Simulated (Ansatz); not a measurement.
**ScCdC₄N₄: start and end of a relaxation**

Recipe of this trial structure of ScCdC₄N₄: two interpenetrating cyanide-bridged diamond nets (P-43m, No. 215). Its size is a rough estimate.

start:

Space group P-43m (No. 215). a = 6.108 Å, b = 6.108 Å, c = 6.108 Å, α = 90.00°, β = 90.00°, γ = 90.00°
```csv
atom,site,symmetry,x,y,z
Sc,1a,-43m,0.0000,0.0000,0.0000
Cd,1b,-43m,0.5000,0.5000,0.5000
C,4e,.3m,0.1911,0.1911,0.1911
N,4e,.3m,0.3017,0.3017,0.3017
```

Theory: DFT PBE, scalar-relativistic, plane waves, PAW (Ansatz). Cutoff 420 eV, Gaussian smearing, Γ-centred meshes. Cell and atoms relax first on a coarse mesh and then on a finer one. In between, the cell is made exact in the group found at 0.06 Å. In metals the finer mesh still leaves noise of several meV/atom or more. The steps can't lower the symmetry of their start. Collinear spin is switched on along the way, since trial moments persisted in a coarse test.

end:

Space group P-43m (No. 215). a = 6.506 Å, b = 6.506 Å, c = 6.506 Å, α = 90.00°, β = 90.00°, γ = 90.00°
```tsv
atom	site	symmetry	x	y	z
Sc	1a	-43m	0.0000	0.0000	0.0000
Cd	1b	-43m	0.5000	0.5000	0.5000
C	4e	.3m	0.2022	0.2022	0.2022
N	4e	.3m	0.3060	0.3060	0.3060
```

The symmetry stays P-43m (No. 215). The volume per atom grows by 20.9 %, from 22.8 to 27.5 Å³. The shortest distance stays 1.17 Å (C–N). The energy falls by about 0.17 eV/atom (the start's value is from the coarse mesh).

```json
{"Volume per atom": "27.54 Å³", "Density": "1.58 g/cm³", "Energy over the elements": "+0.26 eV/atom", "Gap on the 6×6×6 mesh of the 10-atom cell": "0 eV (a metal)", "Net moment per atom": "0.10 μB", "Moment by site": "Sc 0.4 μB"}
```

The zero of energy is the elements' standard structures at the same level (N₂ as a molecule); no fitted shifts are applied. The separate elements lie lower, so it is unstable against them.

The last run used collinear spin and Gaussian smearing of 0.10 eV. The reference form of C is held partly by dispersion forces, which this level lacks. Another magnetic order may lie lower. Symmetry constrained the relaxation, so the result can be a saddle point. In all, the 4 runs took 2.6 min on 1 thread of Intel(R) Xeon(R) 6975P-C (Granite Rapids), with other jobs on the host. Another cell of ScCdC4N4 relaxed alike, in P-43m, lies 120 meV/atom lower, so this cell isn't the stable form at this level. Site moments count only spheres around the atoms; the net moment includes the space between them.
